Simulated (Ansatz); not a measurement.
Input file of a DFT run on HfSi3 with Ansatz:

```yaml
crystal:
  lattice:
    - [4.0641402093, 0.0, 0.0]
    - [0.0, 4.0641402093, 0.0]
    - [0.0, 0.0, 4.0641402093]
  atoms:
    - { symbol: Hf, position: [0.0, 0.0, 0.0] }
    - { symbol: Si, position: [0.0, 0.5, 0.5] }
    - { symbol: Si, position: [0.5, 0.5, 0.0] }
    - { symbol: Si, position: [0.5, 0.0, 0.5] }
basis:
  ecutwfc: 420
  ecutrho_ratio: 4
kpoints:
  mp_grid: { grid: [8, 8, 8] }
hamiltonian:
  xc: pbe
scf:
  occupations: { method: gaussian, width: 0.05 }
output:
  forces: true
  stress: true
  eigenvalues: true
```

Launched as:
```sh
ansatz run input.yaml --threads 2 --pin off --max-ram 2662MiB --backend cpu --events-out ev --progress --plain --runs-dir out
```

The structure was built from a prototype; whether the compound forms in it isn't claimed.

Output, machine lines left out:

```
Pseudopotentials: kind: paw
Pseudopotential: Hf, paw, valence charge 26, recommended cutoff 420 eV (normal), Hf.paw.azcp
Pseudopotential: Si, paw, valence charge 4, recommended cutoff 420 eV (normal), Si.paw.azcp
Crystal: 4 atoms, lattice volume = 67.128 Å³
Basis set: ecut = 420 eV, 1357 PW (Γ), exchange–correlation on 60×60×60 points (8 copies of the dense FFT grid, shifted against one another)
Bands: 23, of which v1, the nominal top of the filled ones, is band 19 counted from 1 (18 counted from 0)
Symmetry: 48 space group operations
Space group: Pm-3m (ITA 221), of the structure as read, at distance tolerance 4.1e-5 Å
k-points: 35 of 512
Initial density: superposition of atomic densities (neutral atoms: chi_scale 0, normalization atom), corrected by the library's trained network
Initial wavefunctions: pseudopotential atomic-orbital guess
Functional: x = pbe(κ = 0.804, μ = 0.21951), c = pbe(β = 0.06672)
```

```
SCF iter   1: F=—  HF=-17628.896111 eV  |F-HF|=—  |Δ(HF+E_count)|=         —  Δρ=2.89e-3  dr2=7.90e-3  ethr=1.77e-3  ⟨swp⟩=5.7  Hψ=3521  notcnv=0
SCF iter   2: F=—  HF=-17628.896527 eV  |F-HF|=—  |Δ(HF+E_count)|=   4.16e-4  Δρ=1.74e-3  dr2=2.86e-3  ethr=2.08e-5  ⟨swp⟩=1.9  Hψ=1177  notcnv=0
SCF iter   3: F=—  HF=-17628.896257 eV  |F-HF|=—  |Δ(HF+E_count)|=   2.70e-4  Δρ=2.88e-4  dr2=7.20e-5  ethr=7.52e-6  ⟨swp⟩=2.2  Hψ=1186  notcnv=0
SCF iter   4: F=—  HF=-17628.896208 eV  |F-HF|=—  |Δ(HF+E_count)|=   4.92e-5  Δρ=1.45e-4  dr2=1.76e-5  ethr=1.90e-7  ⟨swp⟩=2.0  Hψ=1460  notcnv=0
SCF iter   5: F=—  HF=-17628.896215 eV  |F-HF|=—  |Δ(HF+E_count)|=   6.87e-6  Δρ=6.62e-5  dr2=2.84e-6  ethr=4.62e-8  ⟨swp⟩=2.2  Hψ=1384  notcnv=0
SCF iter   6: F=-17628.896215 eV  HF=-17628.896215 eV  |F-HF|=1.85e-8  |Δ(HF+E_count)|=   1.19e-7  Δρ=1.32e-5  dr2=9.53e-8  ethr=2.63e-10  ⟨swp⟩=3.7  Hψ=3663  notcnv=0
```

```
SCF 1 converged in 6 iterations: F = -17628.896215 eV  dr2 = 9.53e-8
SCF converged after 6 iterations
Free energy (F): -17628.896215 eV
E sigma→0 (E₀):  -17628.894375 eV
Entropy (-TS):   -0.003680 eV (-0.920 meV/atom)
Fermi energy:    13.819965 eV
--- Forces (eV/Å), atoms counted from 1 ---
  atom   1  Hf     0.00000000     0.00000000     0.00000000
  atom   2  Si     0.00000000     0.00000000     0.00000000
  atom   3  Si     0.00000000     0.00000000     0.00000000
  atom   4  Si     0.00000000     0.00000000     0.00000000
--- Stress (GPa, compression-positive) ---
       -6.526339       0.000000       0.000000
        0.000000      -6.526339       0.000000
        0.000000       0.000000      -6.526339
  P = ⅓ Tr σ = -6.5263 GPa (-65.263 kbar)
```

In short (PBE): pressure -6.5 GPa, gap on the mesh zero (metallic).

Cost: 2.1 s on 2 threads of Arm Neoverse V1, with other jobs on the host, peak memory 0.36 GiB.

No spin–orbit coupling, a notable omission for heavy elements. A displaced or strained copy of the relaxed cell lay 1.1 meV/atom lower, so the structure isn't a true minimum at this level, unless the mesh, which matters in a metal, makes it so.
